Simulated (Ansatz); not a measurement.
NaCl:
```
NaCl
1.0
    3.46045     0.00000     0.00000
    0.00000     3.46045     0.00000
    0.00000     0.00000     3.46045
Na Cl
1 1
Direct
  0.00000   0.00000   0.00000
  0.50000   0.50000   0.50000
```

x, y and z are the axes in which the lattice vectors are written.

Task: Give the high-frequency dielectric tensor and the Born effective charge tensors of the independent atoms from DFPT, DFT-r²SCAN in the program Ansatz with PAW potentials.

Result: 
ε∞:
```
2.58  0.00  0.00
0.00  2.58  0.00
0.00  0.00  2.58
```
Z* of atom 1 (Na), rows: field, columns: displacement, in e:
```
1.16  0.00  0.00
0.00  1.16  0.00
0.00  0.00  1.16
```
Z* of atom 2 (Cl), rows: field, columns: displacement, in e:
```
-1.16   0.00   0.00
 0.00  -1.16   0.00
 0.00   0.00  -1.16
```

Static charges for comparison (Bader): Na1 +0.89, Cl2 -0.89 e. Born charges measure polarisation by displacement and can exceed these by far.

Space group Pm-3m (CsCl type). This is a known high-pressure phase of the composition, computed here at zero pressure and temperature. Symmetry was held in the r²SCAN relaxation; whether a distortion lowers the energy is not shown.

Potentials: the earlier of the program's two PAW sets.
